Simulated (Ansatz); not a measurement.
Ionic part of the dielectric constant of Al5BP6, mode by mode

These are results of Ansatz, DFT PBE, scalar-relativistic, plane waves, PAW, not measurements. Plane waves to 420 eV; Γ-centred k mesh 6×6×6; fixed occupations. No spin polarisation. Phonons by linear response, acoustic sum rule imposed.

Space group P31m (No. 157), trigonal, a = 6.536 Å, c = 6.202 Å. Al on a site of symmetry m is surrounded by 4 P at 2.34–2.40 Å; around Al on a site of symmetry 3 lie 4 P at 2.38–2.43 Å; around B lie 4 P at 2.03 Å; around P on a site of symmetry m lie 1 B at 2.03 Å and 3 Al at 2.40–2.43 Å; P on a site of symmetry 3m has 1 B at 2.03 Å and 3 Al at 2.35 Å; P on a site of symmetry 3 has 4 Al at 2.34–2.38 Å.

It was reached by relaxing an invented guess, and it needn't be the stable form of this composition.

The primitive cell has V = 229.45 Å³ and ε∞,yy = 8.758. Each polar mode adds Δε = (4.92064×10⁷/V)·S/ν² along y, with S its oscillator strength in e²/amu, ν in cm⁻¹ and V in Å³.

**Question.** From these modes, find each Δε and ε0,yy.
| ν (cm⁻¹) | S_yy (e²/amu) |
| --- | --- |
| 113.68 | 0.00013 |
| 184.62 | 0.00107 |
| 192.50 | 0.0002 |
| 233.06 | 0.01127 |
| 307.56 | 0.0337 |
| 362.85 | 0.1137 |
| 391.14 | 0.2384 |
| 426.19 | 0.00033 |
| 441.54 | 0.7866 |
| 452.74 | 0.1878 |
| 600.79 | 0.2147 |

**Answer.**
```csv
ν (cm⁻¹),Δε
113.68,0.00
184.62,0.01
192.50,0.00
233.06,0.04
307.56,0.08
362.85,0.19
391.14,0.33
426.19,0.00
441.54,0.87
452.74,0.20
600.79,0.13
```

The sum is 1.85, so ε0,yy = 10.61; the run's tensor has 10.60.

The modes are given without the long-range field that lifts LO modes in polar crystals.
